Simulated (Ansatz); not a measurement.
RbAu:
```yaml
crystal:
  lattice:
    - [4.09622, 0.00000, 0.00000]
    - [0.00000, 4.09622, 0.00000]
    - [0.00000, 0.00000, 4.09622]
  atoms:
    - { symbol: Rb, position: [0.50000, 0.50000, 0.50000] }
    - { symbol: Au, position: [0.00000, 0.00000, 0.00000] }
```

The program Ansatz at the r²SCAN level (PAW) gives a gap of 0.53 eV without spin–orbit coupling, maximum at R, minimum at X.

What happens when spin–orbit coupling is switched on?

The gap decreases by 0.04 eV, to 0.49 eV; maximum at R, minimum at X.

Give the electron effective mass with spin–orbit coupling.

0.13, 0.50, 0.50 mₑ (principal values).

Give the hole effective mass with spin–orbit coupling.

0.18 mₑ (isotropic).

Give the Z2 indices of the occupied bands with spin–orbit coupling.

0;(000).

Space group Pm-3m (CsCl type). The workflow started from a Materials Project entry (that database holds measured and hypothetical structures alike); the Crystallography Open Database files this formula in space group No. 221, but the cells were not matched. Whether it is the stable phase at ambient conditions was not checked. The r²SCAN relaxation kept the symmetry of its start; its stability against distortions is not shown here.

Potentials: the later of the program's two PAW sets.
